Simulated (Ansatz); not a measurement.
Bi$_{2}$Se$_{3}$ in space group R-3m (No. 166; Bi on 6c, Se on 3a, Se on 6c) at seven volumes, DFT-PBE+D3(BJ) in the program Ansatz with PAW potentials, shape and atoms relaxed at each. One row is withheld.

| V (Å³/atom) | P (GPa) |
|---|---|
| 25.662 | 5.18 |
| 26.508 | 3.03 |
| 27.354 | 1.32 |
| 28.200 | 0.00 |
| 29.046 | ? |
| 29.892 | -1.46 |
| 30.738 | -1.66 |

Q: Fit the shown pressures and predict the withheld one.

A: P = (3/2)B₀(x^(7/2) − x^(5/2))[1 + (3/4)(B′ − 4)(x − 1)] with x = (V₀/V)^(2/3). Least squares on the six rows gives V₀ = 28.245 Å³/atom, B₀ = 33.6 GPa, B′ = 10.82. At V = 29.046, x = 0.9815 and P = -0.80 GPa. The run itself gave -0.96 GPa.

The cell was relaxed with PBE+D3(BJ) under the symmetry of its start. Spin–orbit coupling is left out wherever it is not named.

Potentials: the later of the program's two PAW sets.
